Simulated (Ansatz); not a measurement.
Relaxation path: fcc Rh (110), 5 layers

DFT, PBEsol, PAW with Ansatz's default frozen-core files, scalar-relativistic (Ansatz 0.2.0); a Γ-centred 14×10×1 k mesh, Fermi–Dirac smearing of 0.08 eV, no spin polarisation. The run relaxes the atoms in the fixed cell.

Command: `ansatz run input.yaml --threads 2 --pin off --max-ram 4096MiB --backend cpu --events-out ev --progress --plain --runs-dir out` It took 99 s on 2 threads of Intel(R) Xeon(R) Platinum 8488C (Sapphire Rapids) (shared host), peak memory 0.72 GiB.

```yaml
crystal:
  lattice:
    - [2.6734833388, 0.0, 0.0]
    - [0.0, 3.7808763964, 0.0]
    - [0.0, 0.0, 21.347]
  atoms:
    - { symbol: Rh, position: [0.0, 0.0, 0.3747606999] }
    - { symbol: Rh, position: [0.5, 0.5, 0.43738035] }
    - { symbol: Rh, position: [0.0, 0.0, 0.4999999998] }
    - { symbol: Rh, position: [0.5, 0.5, 0.56261965] }
    - { symbol: Rh, position: [0.0, 0.0, 0.6252393001] }
kpoints:
  mp_grid: { grid: [14, 10, 1] }
scf:
  occupations: { method: fermi_dirac, width: 0.08 }
hamiltonian:
  xc: pbesol
  pseudopotentials: { kind: paw }
output:
  forces: true
  stress: true
  eigenvalues: true
  write_density: true
  write_potential: true
  elf: true
  volumetric_format: npy
relax:
  f_tol: 0.01
  max_steps: 40
efield:
  axis: 3
  amplitude: 0
  dipole_correction: true
```

Each step lists its free energy a cell above the last geometry, and Cartesian positions (Å) with forces (eV/Å).

The first step:

```
step 1  dF = 197.02 meV
  Rh 0.0000 0.0000 8.0000   0.0000 0.0000 1.2738
  Rh 1.3367 1.8904 9.3368   0.0000 0.0000 -0.8150
  Rh 0.0000 0.0000 10.6735   0.0000 0.0000 0.0000
  Rh 1.3367 1.8904 12.0102   0.0000 0.0000 0.8150
  Rh 0.0000 0.0000 13.3470   0.0000 0.0000 -1.2738
```

The PAW files were made under PBE.

**Question.** Where does the relaxation end, and by which steps?

**Answer.** After 4 geometries, with a shortest distance of 2.556 Å. The further steps:
```
step 2  dF = 68.33 meV
  Rh 0.0000 0.0000 8.1919   0.0000 0.0000 -0.9085
  Rh 1.3367 1.8904 9.3211   0.0000 0.0000 -0.1305
  Rh 0.0000 0.0000 10.6735   0.0000 0.0000 0.0000
  Rh 1.3367 1.8904 12.0259   0.0000 0.0000 0.1305
  Rh 0.0000 0.0000 13.1551   0.0000 0.0000 0.9085
step 3  dF = 0.50 meV
  Rh 0.0000 0.0000 8.1235   0.0000 0.0000 -0.0575
  Rh 1.3367 1.8904 9.2962   0.0000 0.0000 -0.0346
  Rh 0.0000 0.0000 10.6735   0.0000 0.0000 0.0000
  Rh 1.3367 1.8904 12.0508   0.0000 0.0000 0.0346
  Rh 0.0000 0.0000 13.2235   0.0000 0.0000 0.0575
step 4  dF = 0.00 meV
  Rh 0.0000 0.0000 8.1176   0.0000 0.0000 0.0031
  Rh 1.3367 1.8904 9.2918   0.0000 0.0000 -0.0058
  Rh 0.0000 0.0000 10.6735   0.0000 0.0000 0.0000
  Rh 1.3367 1.8904 12.0552   0.0000 0.0000 0.0058
  Rh 0.0000 0.0000 13.2294   0.0000 0.0000 -0.0031
step 5  dF = 0.00 meV  (same geometry, solved once more)
  Rh 0.0000 0.0000 8.1176   0.0000 0.0000 0.0031
  Rh 1.3367 1.8904 9.2918   0.0000 0.0000 -0.0057
  Rh 0.0000 0.0000 10.6735   0.0000 0.0000 0.0000
  Rh 1.3367 1.8904 12.0552   0.0000 0.0000 0.0057
  Rh 0.0000 0.0000 13.2294   0.0000 0.0000 -0.0031
```
